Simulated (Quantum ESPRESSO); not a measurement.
# SiAsAlO6: one run as intended and one with a planted mistake

A calculation, not a measurement. The program is pw.x of Quantum ESPRESSO 7.5 (plane-wave density functional theory). The cell is made up: 9 atoms on a quartz lattice, with randomly drawn elements, strain and displacements, not relaxed. PseudoDojo standard norm-conserving files (v0.5 for PBE, v0.4.1 for LDA and PBEsol) set the functional; there is no spin polarisation, spin-orbit coupling or dispersion term, and the masses in the input are unused placeholders.

Intended input:

```
&control calculation='scf', pseudo_dir='./dojo.nc.sr.pbe.v0_5.standard.upf', outdir='./o', disk_io='low', tprnfor=.true., tstress=.true. /
&system ibrav=0, nat=9, ntyp=4, nbnd=35, ecutwfc=84.00895049, nosym=.true., tot_charge=0,
 occupations='smearing', smearing='fd', degauss=0.0018374661
/
&electrons conv_thr=7.350e-09, electron_maxstep=60, /
ATOMIC_SPECIES
Al 1.0 Al.upf
As 1.0 As.upf
O 1.0 O.upf
Si 1.0 Si.upf
CELL_PARAMETERS angstrom
4.9874 0.0 0.0
-2.4937 4.3192 0.0
0.0 0.0 5.4742
ATOMIC_POSITIONS angstrom
Si 2.4122 0.0334 3.6474
As -1.2009 2.0093 1.7994
Al 1.3235 2.2793 0.0102
O 1.324 1.1724 4.3629
O 3.2927 0.6959 2.5215
O 2.761 2.5561 0.6354
O 0.393 1.899 1.1768
O -1.0245 3.1661 3.0021
O 0.7956 3.7347 4.8117
K_POINTS automatic
5 5 4 1 1 1
```

The log is shortened where brackets say so; the opening notice, blank lines, dates and the lines on written files are dropped, and the path of the files is cut. It prints rydbergs, bohrs and kilobars, and counts compression as positive stress. Where no state is partly filled, the Fermi energy that it prints is only some level between the filled and the empty states on the mesh, and need not lie in the true gap.

Log of the intended run:

```
     Program PWSCF v.7.5
     Parallel version (MPI & OpenMP), running on       4 processor cores
     Number of MPI processes:                 4
     Threads/MPI process:                     1
     [start-up lines left out]
     bravais-lattice index     =            0
     lattice parameter (alat)  =       9.4248  a.u.
     unit-cell volume          =     795.7832 (a.u.)^3
     number of atoms/cell      =            9
     number of atomic types    =            4
     number of electrons       =        58.00
     number of Kohn-Sham states=           35
     kinetic-energy cutoff     =      84.0090  Ry
     charge density cutoff     =     336.0358  Ry
     scf convergence threshold =      7.3E-09
     mixing beta               =       0.7000
     number of iterations used =            8  plain     mixing
     Exchange-correlation= PBE
                           (   1   4   3   4   0   0   0)
     [axes and pseudopotential details left out]
   Cartesian axes
     site n.     atom                  positions (alat units)
         1        Si     tau(   1) = (   0.4836588   0.0066969   0.7313229  )
         2        As     tau(   2) = (  -0.2407868   0.4028752   0.3607892  )
         3        Al     tau(   3) = (   0.2653687   0.4570117   0.0020452  )
         4        O      tau(   4) = (   0.2654690   0.2350724   0.8747845  )
         5        O      tau(   5) = (   0.6602037   0.1395316   0.5055740  )
         6        O      tau(   6) = (   0.5535951   0.5125115   0.1274011  )
         7        O      tau(   7) = (   0.0787986   0.3807595   0.2359546  )
         8        O      tau(   8) = (  -0.2054177   0.6348197   0.6019369  )
         9        O      tau(   9) = (   0.1595220   0.7488270   0.9647712  )
     number of k points=    50  Fermi-Dirac smearing, width (Ry)=  0.0018
                       cart. coord. in units 2pi/alat
        k(    1) = (   0.1000000   0.1732057   0.1138842), wk =   0.0400000
        k(    2) = (   0.1000000   0.1732057   0.3416527), wk =   0.0400000
     [further k points left out]
     Dense  grid:    82801 G-vectors     FFT dimensions: (  60,  60,  64)
     Estimated max dynamical RAM per process >     184.32 MB
     Estimated total dynamical RAM >     676.63 MB
     Initial potential from superposition of free atoms
     starting charge      57.9967, renormalised to      58.0000
     Starting wfcs are   41 randomized atomic wfcs
     total cpu time spent up to now is        3.3 secs
     per-process dynamical memory:   143.4 Mb
     Self-consistent Calculation
     iteration #  1     ecut=    84.01 Ry     beta= 0.70
     Davidson diagonalization with overlap
     ethr =  1.00E-02,  avg # of iterations =  3.0
     total cpu time spent up to now is        9.4 secs
     total energy              =    -422.69880729 Ry
     estimated scf accuracy    <       2.94671932 Ry
     iteration #  2     ecut=    84.01 Ry     beta= 0.70
     Davidson diagonalization with overlap
     ethr =  5.08E-03,  avg # of iterations =  2.1
     total cpu time spent up to now is       14.7 secs
     total energy              =    -423.45758423 Ry
     estimated scf accuracy    <       2.43435616 Ry
     [iterations 3 to 9 left out]
     iteration # 10     ecut=    84.01 Ry     beta= 0.70
     Davidson diagonalization with overlap
     ethr =  7.48E-10,  avg # of iterations =  2.0
     total cpu time spent up to now is       57.5 secs
     total energy              =    -423.96553573 Ry
     estimated scf accuracy    <       0.00000008 Ry
     iteration # 11     ecut=    84.01 Ry     beta= 0.70
     Davidson diagonalization with overlap
     ethr =  1.32E-10,  avg # of iterations =  2.1
     total cpu time spent up to now is       62.3 secs
     End of self-consistent calculation
     [lines on levels left out]
     the Fermi energy is     4.8087 ev
!    total energy              =    -423.96553575 Ry
     estimated scf accuracy    <          6.3E-09 Ry
     smearing contrib. (-TS)   =       0.00000000 Ry
     internal energy E=F+TS    =    -423.96553575 Ry
     The total energy is F=E-TS. E is the sum of the following terms:
     one-electron contribution =    -281.84941331 Ry
     hartree contribution      =     169.39965177 Ry
     xc contribution           =    -104.28284262 Ry
     ewald contribution        =    -207.23293159 Ry
     convergence has been achieved in  11 iterations
     Forces acting on atoms (cartesian axes, Ry/au):
     atom    1 type  4   force =    -0.14718783    0.02832844    0.18589601
     atom    2 type  2   force =     0.15745161    0.16647104   -0.11325192
     atom    3 type  1   force =    -0.00593632    0.13110625   -0.17050441
     atom    4 type  3   force =     0.08754532   -0.23114932   -0.23176838
     atom    5 type  3   force =    -0.00070479   -0.12956712   -0.00220837
     atom    6 type  3   force =     0.19166530    0.04376823    0.07730674
     atom    7 type  3   force =    -0.25016299   -0.09985163    0.27067942
     atom    8 type  3   force =    -0.02457159    0.02452175    0.01677231
     atom    9 type  3   force =    -0.00809872    0.06637235   -0.03292140
     Total force =     0.705508     Total SCF correction =     0.000134
     Computing stress (Cartesian axis) and pressure
          total   stress  (Ry/bohr**3)                   (kbar)     P=      218.71
   0.00124182   0.00063997  -0.00019952          182.68       94.14      -29.35
   0.00063997   0.00137735  -0.00034243           94.14      202.62      -50.37
  -0.00019952  -0.00034243   0.00184111          -29.35      -50.37      270.84
     init_run     :      3.13s CPU      3.25s WALL (       1 calls)
     electrons    :     58.77s CPU     59.04s WALL (       1 calls)
     forces       :      1.02s CPU      1.04s WALL (       1 calls)
     stress       :      3.34s CPU      3.34s WALL (       1 calls)
     [timing details left out]
     PWSCF        :   1m 6.36s CPU   1m 6.82s WALL
     JOB DONE.
```

A second run has one planted mistake: the plane-wave cutoff is too low. The input lines that differ, file-writing options aside:

```
- &system ibrav=0, nat=9, ntyp=4, nbnd=35, ecutwfc=84.00895049, nosym=.true., tot_charge=0,
+ &system ibrav=0, nat=9, ntyp=4, nbnd=35, ecutwfc=50.34657138, nosym=.true., tot_charge=0,
```

Its log:

```
     Program PWSCF v.7.5
     Parallel version (MPI & OpenMP), running on       4 processor cores
     Number of MPI processes:                 4
     Threads/MPI process:                     1
     [start-up lines left out]
     bravais-lattice index     =            0
     lattice parameter (alat)  =       9.4248  a.u.
     unit-cell volume          =     795.7832 (a.u.)^3
     number of atoms/cell      =            9
     number of atomic types    =            4
     number of electrons       =        58.00
     number of Kohn-Sham states=           35
     kinetic-energy cutoff     =      50.3466  Ry
     charge density cutoff     =     201.3863  Ry
     scf convergence threshold =      7.3E-09
     mixing beta               =       0.7000
     number of iterations used =            8  plain     mixing
     Exchange-correlation= PBE
                           (   1   4   3   4   0   0   0)
     [axes and pseudopotential details left out]
   Cartesian axes
     site n.     atom                  positions (alat units)
         1        Si     tau(   1) = (   0.4836588   0.0066969   0.7313229  )
         2        As     tau(   2) = (  -0.2407868   0.4028752   0.3607892  )
         3        Al     tau(   3) = (   0.2653687   0.4570117   0.0020452  )
         4        O      tau(   4) = (   0.2654690   0.2350724   0.8747845  )
         5        O      tau(   5) = (   0.6602037   0.1395316   0.5055740  )
         6        O      tau(   6) = (   0.5535951   0.5125115   0.1274011  )
         7        O      tau(   7) = (   0.0787986   0.3807595   0.2359546  )
         8        O      tau(   8) = (  -0.2054177   0.6348197   0.6019369  )
         9        O      tau(   9) = (   0.1595220   0.7488270   0.9647712  )
     number of k points=    50  Fermi-Dirac smearing, width (Ry)=  0.0018
                       cart. coord. in units 2pi/alat
        k(    1) = (   0.1000000   0.1732057   0.1138842), wk =   0.0400000
        k(    2) = (   0.1000000   0.1732057   0.3416527), wk =   0.0400000
     [further k points left out]
     Dense  grid:    38411 G-vectors     FFT dimensions: (  45,  45,  48)
     Estimated max dynamical RAM per process >      86.84 MB
     Estimated total dynamical RAM >     319.22 MB
     Check: negative core charge=   -0.000130
     Initial potential from superposition of free atoms
     starting charge      57.9967, renormalised to      58.0000
     Starting wfcs are   41 randomized atomic wfcs
     total cpu time spent up to now is        1.7 secs
     per-process dynamical memory:    69.4 Mb
     Self-consistent Calculation
     iteration #  1     ecut=    50.35 Ry     beta= 0.70
     Davidson diagonalization with overlap
     ethr =  1.00E-02,  avg # of iterations =  3.0
     total cpu time spent up to now is        4.5 secs
     total energy              =    -421.50850046 Ry
     estimated scf accuracy    <       2.86297610 Ry
     iteration #  2     ecut=    50.35 Ry     beta= 0.70
     Davidson diagonalization with overlap
     ethr =  4.94E-03,  avg # of iterations =  2.1
     total cpu time spent up to now is        7.1 secs
     total energy              =    -422.21583125 Ry
     estimated scf accuracy    <       2.25900111 Ry
     [iterations 3 to 9 left out]
     iteration # 10     ecut=    50.35 Ry     beta= 0.70
     Davidson diagonalization with overlap
     ethr =  5.95E-10,  avg # of iterations =  2.0
     total cpu time spent up to now is       26.6 secs
     total energy              =    -422.70151698 Ry
     estimated scf accuracy    <       0.00000003 Ry
     iteration # 11     ecut=    50.35 Ry     beta= 0.70
     Davidson diagonalization with overlap
     ethr =  5.93E-11,  avg # of iterations =  2.0
     total cpu time spent up to now is       28.8 secs
     End of self-consistent calculation
     [lines on levels left out]
     the Fermi energy is     4.5990 ev
!    total energy              =    -422.70151699 Ry
     estimated scf accuracy    <          4.0E-09 Ry
     smearing contrib. (-TS)   =      -0.00000000 Ry
     internal energy E=F+TS    =    -422.70151699 Ry
     The total energy is F=E-TS. E is the sum of the following terms:
     one-electron contribution =    -279.09751915 Ry
     hartree contribution      =     167.32077212 Ry
     xc contribution           =    -103.69183830 Ry
     ewald contribution        =    -207.23293167 Ry
     convergence has been achieved in  11 iterations
     Forces acting on atoms (cartesian axes, Ry/au):
     atom    1 type  4   force =    -0.14697441    0.02940000    0.18517970
     atom    2 type  2   force =     0.15894736    0.16263327   -0.11693014
     atom    3 type  1   force =    -0.00689534    0.13096538   -0.17081401
     atom    4 type  3   force =     0.08849176   -0.23339733   -0.23349826
     atom    5 type  3   force =    -0.00748485   -0.15012948    0.00824127
     atom    6 type  3   force =     0.17858889    0.05283598    0.05990744
     atom    7 type  3   force =    -0.23285221   -0.10103340    0.26547307
     atom    8 type  3   force =    -0.02342162    0.04213936    0.03531347
     atom    9 type  3   force =    -0.00839958    0.06658623   -0.03287254
     Total force =     0.700246     Total SCF correction =     0.000126
     Computing stress (Cartesian axis) and pressure
          total   stress  (Ry/bohr**3)                   (kbar)     P=    -1094.68
  -0.00767953   0.00064529  -0.00020276        -1129.70       94.92      -29.83
   0.00064529  -0.00755800  -0.00034144           94.92    -1111.82      -50.23
  -0.00020276  -0.00034144  -0.00708683          -29.83      -50.23    -1042.51
     init_run     :      1.50s CPU      1.56s WALL (       1 calls)
     electrons    :     26.91s CPU     27.10s WALL (       1 calls)
     forces       :      0.41s CPU      0.41s WALL (       1 calls)
     stress       :      1.40s CPU      1.40s WALL (       1 calls)
     [timing details left out]
     PWSCF        :     30.36s CPU     30.62s WALL
     JOB DONE.
```

|  | intended run | run with the mistake |
| --- | --- | --- |
| free energy (eV) | -5768.345 | -5751.147 |
| smearing term -TS (eV) | 0.0000 | 0.0000 |
| pressure (GPa) | 21.87 | -109.47 |
| largest force component (eV/Å) | 6.959 | 6.826 |
| largest change of a force component (eV/Å) |  | 0.529 |
| iterations | 11 | 11 |

For scale, a rerun of the intended cell at 1437 eV and a 7 x 7 x 6 mesh moved values by no more than 0.004 eV in energy, 0.02 GPa in stress and 0.002 eV/Å in force.